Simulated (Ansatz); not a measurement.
Relaxed AlN (wurtzite):

```xyz
8
Lattice="3.1067 0.0000 0.0000 -1.5534 2.6905 0.0000 0.0000 0.0000 9.9569" Properties=species:S:1:pos:R:3 pbc="T T T"
Al     0.0000     1.7937     4.9615
Al     0.0000     1.7937     9.9400
Al     1.5534     0.8968     2.4723
Al     1.5534     0.8968     7.4507
N      0.0000     1.7937     1.8829
N      0.0000     1.7937     6.8613
N      1.5534     0.8968     4.3721
N      1.5534     0.8968     9.3506
```

The atoms are displaced by Q × the pattern below (from a DFPT mode at A = (0.0, 0.0, 0.5), largest move 1; Q in Å), at fixed cell. It is one choice among 4 degenerate patterns. (q is in reciprocal vectors of the primitive cell; the cell shown is doubled to hold the pattern.)

| atom | x | y | z |
|---|---|---|---|
| Al1 | 0.000 | -0.975 | 0.000 |
| Al2 | 0.000 | 0.975 | 0.000 |
| Al3 | 0.000 | -0.832 | 0.000 |
| Al4 | 0.000 | 0.832 | 0.000 |
| N5 | 0.000 | -0.682 | 0.000 |
| N6 | 0.000 | 0.682 | 0.000 |
| N7 | 0.000 | -1.000 | 0.000 |
| N8 | 0.000 | 1.000 | 0.000 |

Method: r2SCAN (plane waves to 500 eV, PAW, scalar-relativistic; Ansatz, a first-principles code). k mesh 12×12×4 (Γ-centred), Fermi-Dirac smearing 0.05 eV. Energies are smeared free energies. Stress and pressure are positive under compression. AlN was relaxed with its symmetry unable to fall. The zero of ΔE is the undisplaced structure.

**Question.** Predict the ΔE (meV/cell) and P (GPa) at Q (Å) = -0.100, -0.083, -0.067, 0.067, 0.083, 0.100.

**Answer.** 
| Q (Å) | ΔE (meV/cell) | P (GPa) |
|---|---|---|
| -0.100 | 78.3 | -0.08 |
| -0.083 | 54.4 | -0.06 |
| -0.067 | 34.8 | -0.03 |
| 0.067 | 34.8 | -0.03 |
| 0.083 | 54.4 | -0.06 |
| 0.100 | 78.3 | -0.08 |

(A displaced cell: forces are minus the slopes of the energy, force constants its curvatures, and phonons follow from these.)
